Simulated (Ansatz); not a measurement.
SnAu5:
Space group R32, hexagonal axes (No. 155); a = 5.048 Å, b = 5.048 Å, c = 14.200 Å, α = 90.00°, β = 90.00°, γ = 120.00°

```csv
atom,site,symmetry,x,y,z
Sn,3a,32,0.0000,0.0000,0.0000
Au,6c,3.,0.0000,0.0000,0.3295
Au,9e,.2,0.3270,0.3270,0.5000
```
(The calculation used a cell of 6 atoms; values per cell refer to that cell.)

Relaxed at zero pressure with LDA in the plane-wave PAW code Ansatz.

**Question.** The volume is lowered by 9 % and shape and atoms relax at that volume. What pressure results, and how do the axes share the change?

**Answer.** 19.9 GPa; a -3.2 %, b -3.2 %, c -2.9 %; the energy rises by 88 meV/atom.

**Question.** Give the new structure.

**Answer.** 
Space group R32, hexagonal axes (No. 155); a = 4.887 Å, b = 4.887 Å, c = 13.789 Å, α = 90.00°, β = 90.00°, γ = 120.00°

| atom | site | symmetry | x | y | z |
|---|---|---|---|---|---|
| Sn | 3a | 32 | 0.0000 | 0.0000 | 0.0000 |
| Au | 6c | 3. | 0.0000 | 0.0000 | 0.3309 |
| Au | 9e | .2 | 0.3298 | 0.3298 | 0.5000 |

The phase is kept; no other phase was compared at this pressure.

The workflow started from a Materials Project entry (that database holds measured and hypothetical structures alike); the Crystallography Open Database files this formula in space group No. 155, but the cells were not matched. Its standing as an ambient phase is unchecked. The cell was relaxed with LDA under the symmetry of its start; its stability against distortions is not shown here. Axis ratios of metals converge slowly with the k-mesh, so a and c are less sure than the volume. Spin–orbit coupling is left out wherever it is not named.

Potentials: the later of the program's two PAW sets.
